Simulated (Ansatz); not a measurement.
Ba3Sn5 in space group Cmcm (No. 63; Pearson symbol oS32), PBE in the plane-wave PAW code Ansatz, all energies at zero smearing, with the estimated change up to a 700 eV cutoff added, with one set of potentials and settings (totals compare only within such a set). Cell of 16 atoms (6 Ba, 10 Sn): -95949.626 eV.

```json
[
 {"element": "Ba", "reference phase": "Im-3m, 1 atoms in the cell", "E (eV/atom)": "-5949.5401"},
 {"element": "Sn", "reference phase": "Fd-3m, 2 atoms in the cell", "E (eV/atom)": "-6024.2128"}
]
```

Formation energy per atom, worked out: (-95949.626 − 6×(-5949.5401) − 10×(-6024.2128))/16 = -0.641 eV/atom (-62 kJ per mol of atoms), at 0 K, without zero-point energy or fitted corrections.

The workflow started from an entry of the Crystallography Open Database (COD). Its standing as an ambient phase is unchecked. The PBE relaxation kept the symmetry of its start; whether a distortion lowers the energy is not shown. The references are the lowest solids computed at this level, not always the standard phases. Spin–orbit coupling is left out wherever it is not named.

Potentials: the later of the program's two PAW sets.
